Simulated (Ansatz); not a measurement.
How far is PAW off for CuAu?

```
Cu Au
1.0
     2.81854    0.00000    0.00000
     0.00000    2.81854    0.00000
     0.00000    0.00000    3.69431
Cu Au
1 1
Direct
  0.50000 0.50000 0.50000
  0.00000 0.00000 0.00000
```

Atoms are numbered in the order listed.

The cell is COD entry 9004223, as deposited and not checked against the literature; nothing was relaxed. The listed cell was then made from it by scaling, straining or moving an atom.

Spin–orbit coupling is left out, though it moves levels of the heavy atoms by tenths of an eV or more.

Methods: DFT, PBEsol, PAW with Ansatz's default frozen-core files, scalar-relativistic (Ansatz 0.2.0); DFT, PBEsol, all-electron PAW with datasets made for the crystal, scalar-relativistic (Ansatz 0.2.0); DFT, PBEsol, all-electron LAPW, scalar-relativistic (Ansatz 0.2.0).

For PAW: a Γ-centred 13×13×10 k mesh, Fermi–Dirac smearing of 0.05 eV, cutoff 420 eV, no spin polarisation; the PAW files were made with PBE, and the program remakes their frozen cores for this functional. The crystal-made all-electron datasets (AE datasets) take a cutoff of 280 eV at this cell. LAPW targets a basis error of 0.25 meV/atom. The Ansatz runs share mesh, smearing and spin set-up. Plane-wave (PAW) pressures include the program's estimate of the Pulay term.

Stress and pressure are positive in compression.

The change that made this cell: volume scaled by 1.02.

No spin–orbit coupling: at heavy atoms the gradients can be off by tens of per cent for that reason.

In a metal, gradients converge slowly with the k mesh: the values move by tens of per cent from one mesh to another, at times in sign, so only the comparison on one mesh counts.

```json
{"quantity": "pressure (GPa)", "PAW": "-5.03", "AE datasets": "-5.03", "LAPW": "-5.03"}
{"quantity": "stress xx (GPa)", "PAW": "-5.21", "AE datasets": "-5.22", "LAPW": "-5.22"}
{"quantity": "stress zz (GPa)", "PAW": "-4.67", "AE datasets": "-4.66", "LAPW": "-4.66"}
{"quantity": "field gradient Vzz at Cu1 (10²¹ V/m²)", "PAW": "-1.11", "AE datasets": "-1.12", "LAPW": "–"}
{"quantity": "field gradient Vzz at Au2 (10²¹ V/m²)", "PAW": "?", "AE datasets": "?", "LAPW": "–"}
```

What belongs in the row "field gradient Vzz at Au2 (10²¹ V/m²)", column "AE datasets"?

5.03.

What belongs in the row "field gradient Vzz at Au2 (10²¹ V/m²)", column "PAW"?

4.95.
